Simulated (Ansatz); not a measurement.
All-electron LAPW in Ansatz 0.2.0 under PBE, scalar-relativistic, energies extrapolated to zero smearing. Slabs are 1×1 cells cut from bulk crystals relaxed on PAW files, with atoms then relaxed, 16 to 20 Å of vacuum, a dipole correction, k spacings of 0.16 to 0.26 Å⁻¹ and smearing of 0.02 to 0.1 eV, without spin–orbit coupling or spin polarisation. The bulk type named needn't be the stable one, and no reconstruction is allowed.

Problem. Order these slabs by surface energy, lowest first.
A. hcp Zr (0001), 4 layers
B. hcp Lu (10-10), 6 layers
C. fcc Pd (111), 6 layers
D. hcp Zn (0001), 4 layers
E. fcc Al (100), 4 layers

Solution. D (0.29 J/m²), E (0.97 J/m²), B (1.08 J/m²), C (1.35 J/m²), A (1.62 J/m²).
